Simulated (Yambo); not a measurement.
Consider the following.

```
CELL_PARAMETERS angstrom
     -2.76579     2.76579     3.91472
      2.76579    -2.76579     3.91472
      2.76579     2.76579    -3.91472
ATOMIC_POSITIONS crystal
  O  0.24105 0.74105 0.98210
  O  0.75895 0.25895 0.01790
  O  0.74105 0.75895 0.50000
  O  0.25895 0.24105 0.50000
  O  0.75000 0.75000 0.00000
  O  0.25000 0.25000 0.00000
  Ti 0.00000 0.00000 0.00000
  Ti 0.50000 0.50000 0.00000
  Sr 0.75000 0.25000 0.50000
  Sr 0.25000 0.75000 0.50000
```

Workflow: LDA (Quantum ESPRESSO, PseudoDojo norm-conserving, 84 Ry, without SOC), then G0W0 in Yambo (4×4×4 Γ-centred k mesh, bands 3 to 148 and a 6 Ry block in the screening, 148 bands in G with the Bruneval-Gonze terminator, plasmon pole fitted at 27.2 eV).

### Question
Give the LDA and G0W0 gaps between the band edges found on this mesh, and say where the edges lie.

### Answer
Edges: Γ → Γ. LDA: 1.82 eV; G0W0: 3.53 eV. Nearest settings tried, and what they do to the gap: 70 bands in W, 70 bands in G: +134 meV; 2 Ry block (59 vectors against 197): +451 meV. Not varied: mesh. So the settings aren't converged at that level. 

Geometry of the Materials Project entry, not relaxed at this level.

This is not the ordinary phase of the substance.
